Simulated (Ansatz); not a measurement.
## Sn (diamond), scan of one atom of the cell

Relaxed Sn (diamond):

```
CELL_PARAMETERS angstrom
      0.00000     3.32763     3.32763
      3.32763     0.00000     3.32763
      3.32763     3.32763     0.00000
ATOMIC_POSITIONS crystal
  Sn 0.50000 0.50000 0.50000
  Sn 0.75000 0.75000 0.75000
```

Scan: atom 2 (Sn, nearest neighbour Sn at 2.882 Å; its periodic images, 4.7 Å or more away, move with it) is displaced along Cartesian [111], direction (0.577, 0.577, 0.577) in Cartesian axes, by s. The other atoms stay.

Method: PBE (plane waves to 420 eV, PAW, scalar-relativistic; Ansatz, a quantum-chemistry and plane-wave program). k mesh 10×10×10 (Γ-centred), Fermi-Dirac smearing 0.05 eV. E stands for the smeared free energy. Compression counts positive. With partly filled bands, energies and forces of such displacements shift with the k mesh and the smearing. F∥ is the force on the atom along that direction. Sn was relaxed with its symmetry unable to fall. The relaxed volume of Sn is well above the measured one; the method has no dispersion term. The zero of ΔE is the undisplaced structure.

```
s (Å)   ΔE (meV/cell)  P (GPa)  F∥ (eV/Å)
------  -------------  -------  ---------
-0.290            361      1.6      2.840
-0.232            218      1.0      2.104
-0.174            116      0.5      1.455
-0.116             48      0.3      0.888
-0.058             11      0.1      0.399
0.000               0      0.0      0.000
0.058              10      0.1     -0.333
0.116              38      0.2     -0.640
0.174              83      0.4     -0.909
0.232             143      0.6     -1.130
0.290             213      0.9     -1.287
```

Derived quantities:

| Quantity | Result |
|---|---|
| Energy at s = 0.290 Å | 213 meV/cell |
| Force along the line at s = -0.290 Å | 2.84 eV/Å |
| Symmetry of the curve | not even: the negative side lies higher at ±0.290 Å |
| Shape of the curve | a single well with its minimum at or next to zero displacement |
| Force constant k = d²E/ds² at s = 0 (finite differences) | 6.22 eV/Å² |
| Harmonic estimate at the end of the scan | ½ks² = 262 meV/cell against the computed 213 meV/cell, so the well is softer than harmonic there |
| Zone-centre optical wavenumber from k | 169 cm⁻¹ |

(For displaced atoms, the force is minus the slope of the energy, and its curvature is a force constant, which sets phonon frequencies.)
